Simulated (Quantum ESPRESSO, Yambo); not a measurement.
GaP (zinc blende, space group F-43m, No. 216) under isotropic strain (on all lattice vectors), counted from the cell relaxed with PBEsol, atoms relaxed at each step. norm-conserving PBE (stringent potentials; Quantum ESPRESSO, 114 Ry, no spin-orbit coupling); G0W0 in Yambo (4×4×4 Γ-centred k mesh, bands 5 to 180 and a 15 Ry block in the screening, 180 bands in G with the Bruneval-Gonze terminator, plasmon pole fitted at 27.2 eV).

```tsv
strain s (%)	PBE direct gap at Γ (eV)	G0W0 direct gap at Γ (eV)
-3	?	?
-2	2.375	3.292
-1	2.119	3.028
-0.5	1.992	2.887
0	1.868	2.753
+0.5	1.744	2.620
+1	1.622	2.489
```

Q: Fit a parabola in s to each column by least squares and predict the withheld row.

A: PBE: E = 1.868 − 0.2484 s + 0.0027 s² (largest residual 0 meV), giving 2.637 eV at s = -3; the run gave 2.636 eV, a miss of 1 meV. G0W0: E = 2.755 − 0.2679 s + 0.0007 s² (largest residual 4 meV), giving 3.565 eV at s = -3; the run gave 3.561 eV, a miss of 4 meV. The withheld row lies outside the fitted range, so this is an extrapolation. The GW settings are held fixed; their convergence isn't established. The screening block changes size along the series (283 vectors at -3 %, 283 vectors at -2 %, 283 vectors at -1 %, 283 vectors at -0.5 %, 307 vectors at +0 %, 307 vectors at +0.5 %, 307 vectors at +1 %), which puts steps into the G0W0 values. Spin-orbit splittings are left out.
